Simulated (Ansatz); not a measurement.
TiP (space group P6_3/mmc), frozen-phonon scan

TiP (space group P6_3/mmc)

```yaml
crystal:
  lattice:
    - [6.85464, 0.00000, 0.00000]
    - [-1.71366, 2.96814, 0.00000]
    - [0.00000, 0.00000, 11.51432]
  atoms:
    - { symbol: Ti, position: [0.16667, 0.66667, 0.38384] }
    - { symbol: Ti, position: [0.66667, 0.66667, 0.38384] }
    - { symbol: Ti, position: [0.33333, 0.33333, 0.61616] }
    - { symbol: Ti, position: [0.83333, 0.33333, 0.61616] }
    - { symbol: Ti, position: [0.33333, 0.33333, 0.88384] }
    - { symbol: Ti, position: [0.83333, 0.33333, 0.88384] }
    - { symbol: Ti, position: [0.16667, 0.66667, 0.11616] }
    - { symbol: Ti, position: [0.66667, 0.66667, 0.11616] }
    - { symbol: P, position: [0.33333, 0.33333, 0.25000] }
    - { symbol: P, position: [0.83333, 0.33333, 0.25000] }
    - { symbol: P, position: [0.16667, 0.66667, 0.75000] }
    - { symbol: P, position: [0.66667, 0.66667, 0.75000] }
    - { symbol: P, position: [0.00000, 0.00000, 0.50000] }
    - { symbol: P, position: [0.50000, 0.00000, 0.50000] }
    - { symbol: P, position: [0.00000, 0.00000, 0.00000] }
    - { symbol: P, position: [0.50000, 0.00000, 0.00000] }
```

The atoms are displaced by Q × the pattern below (from a DFPT mode at M = (0.5, 0.0, 0.0), largest move 1; Q in Å), at fixed cell. (q is in reciprocal vectors of the primitive cell; the cell shown is doubled to hold the pattern.)

```
atom       x       y      z
----  ------  ------  -----
Ti1   -0.500   0.866  0.000
Ti2    0.500  -0.866  0.000
Ti3   -0.500   0.866  0.000
Ti4    0.500  -0.866  0.000
Ti5    0.500  -0.866  0.000
Ti6   -0.500   0.866  0.000
Ti7    0.500  -0.866  0.000
Ti8   -0.500   0.866  0.000
```

Atoms not listed stay in place.

Level of theory: LDA (plane waves to 420 eV, PAW, scalar-relativistic; Ansatz, a program for electronic structure). k mesh 8×16×4 (Γ-centred), Fermi-Dirac smearing 0.05 eV. E stands for the smeared free energy. Stress and pressure are positive under compression. With partly filled bands, energies and forces of such displacements shift with the k mesh and the smearing. TiP is run without spin polarisation. TiP was relaxed with its symmetry unable to fall. ΔE is measured from the undisplaced structure.

| Q (Å) | ΔE (eV/cell) | −dE/dQ from forces (eV/Å) | P (GPa) |
|---|---|---|---|
| -0.100 | 0.445 | 8.882 | 1.0 |
| -0.083 | 0.309 | 7.407 | 0.7 |
| -0.067 | 0.198 | 5.930 | 0.4 |
| -0.050 | 0.111 | 4.449 | 0.2 |
| -0.033 | 0.049 | 2.967 | 0.1 |
| -0.017 | 0.012 | 1.484 | 0.0 |
| 0.000 | 0.000 | 0.000 | 0.0 |
| 0.017 | 0.012 | -1.484 | 0.0 |
| 0.033 | 0.049 | -2.967 | 0.1 |
| 0.050 | 0.111 | -4.449 | 0.2 |
| 0.067 | 0.198 | -5.930 | 0.4 |
| 0.083 | 0.309 | -7.407 | 0.7 |
| 0.100 | 0.445 | -8.882 | 1.0 |

Derived quantities:

The energy at Q = 0.100 Å comes out as 445 meV/cell. Space group of the distorted cell: Pbcn (No. 60), lowered from P6_3/mmc. Symmetry of the curve: even: the same for both signs. Shape of the curve: a single well with its minimum at or next to zero displacement. Harmonic wavenumber from the curvature (finite differences): 251 cm⁻¹.

(A displaced cell: forces are minus the slopes of the energy, force constants its curvatures, and phonons follow from these.)
